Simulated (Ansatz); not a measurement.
BN:
```yaml
crystal:
  lattice:
    - [0.00000, 1.80485, 1.80485]
    - [1.80485, 0.00000, 1.80485]
    - [1.80485, 1.80485, 0.00000]
  atoms:
    - { symbol: N, position: [0.75000, 0.75000, 0.75000] }
    - { symbol: B, position: [0.00000, 0.00000, 0.00000] }
```

x, y and z are the axes in which the lattice vectors are written.

Q: Give the high-frequency dielectric tensor and the Born effective charge tensors of the independent atoms from DFPT, plane-wave PAW r²SCAN (Ansatz code).

A: 
ε∞:
```
4.45  0.00  0.00
0.00  4.45  0.00
0.00  0.00  4.45
```
Z* of atom 1 (N), rows: field, columns: displacement, in e:
```
-1.98   0.00   0.00
 0.00  -1.98   0.00
 0.00   0.00  -1.98
```
Z* of atom 2 (B), rows: field, columns: displacement, in e:
```
1.98  0.00  0.00
0.00  1.98  0.00
0.00  0.00  1.98
```

Static charges for comparison (Bader): N1 -2.26, B2 +2.26 e. Born charges measure polarisation by displacement and can exceed these by far.

Space group F-43m (zinc blende). Symmetry was held in the r²SCAN relaxation.

Potentials: the later of the program's two PAW sets.
